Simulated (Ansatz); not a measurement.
La:
```
La
1.0
    3.76444     0.00000     0.00000
   -1.88222     3.26010     0.00000
    0.00000     0.00000    12.09961
La
4
Direct
  0.00000   0.00000   0.00000
  0.00000   0.00000   0.50000
  0.33333   0.66667   0.25000
  0.66667   0.33333   0.75000
```

Relaxed with PBE. Special points in fractions of this cell's reciprocal vectors: Γ (0.000, 0.000, 0.000); M (0.500, 0.000, 0.000); K (0.333, 0.333, 0.000); A (0.000, 0.000, 0.500); L (0.500, 0.000, 0.500); H (0.333, 0.333, 0.500).

**Question.** List the band energies nearest the Fermi level at these points for PBE (plane waves, PAW; program Ansatz).

**Answer.** In eV from the Fermi level; about four levels below and three above (degenerate sets whole), none deeper than 8.9 eV; points with the same levels are listed once.

| k | below | above |
|---|---|---|
| Γ | -3.23 -1.90 -1.90 -1.77 | 0.48 0.61 1.21 |
| M | -1.08 -0.67 -0.30 -0.21 | 0.42 0.91 1.17 |
| K | -0.91 -0.91 -0.67 -0.52 -0.52 | 0.01 0.17 0.17 |
| A | -2.77 -2.77 -1.70 -1.70 | 0.76 0.76 1.18 1.18 |
| L | -1.40 -1.40 -1.07 -1.07 | 0.63 0.63 1.20 1.20 |
| H | -0.03 -0.03 -0.03 -0.03 | 0.85 0.85 0.87 0.87 |

Space group P6_3/mmc (dhcp (α-La type)). The PBE relaxation kept the symmetry of its start. Spin–orbit coupling is left out wherever it is not named.

Potentials: the earlier of the program's two PAW sets.
